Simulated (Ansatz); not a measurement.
Input:

GeW (rock salt, Fm-3m), a = b = c = 5.1218 Å, α = β = γ = 90.00°; the cell used has 2 atoms.

This is the r²SCAN-relaxed structure.

Q: All from DFT-r²SCAN in the program Ansatz with PAW potentials, unless another level is named. Predict the electronic character.

A: metallic (no gap).

Q: Next, the density of states at the Fermi level?

A: 1.0 states/eV per atom (mean over ±0.08 eV).

Q: Predict the formation energy from the elements (no fitted shifts).

A: 0.94 eV/atom.

The cell is a constructed one: a structure type filled with these elements; neither database checked (COD, Materials Project) lists it. Whether it is the stable phase at ambient conditions was not checked. Symmetry was held in the r²SCAN relaxation. At this level the phase is mechanically unstable. The run is not spin-polarised. The references are the lowest solids computed at this level, not always the standard phases. Spin–orbit coupling is left out wherever it is not named.

Potentials: the later of the program's two PAW sets.
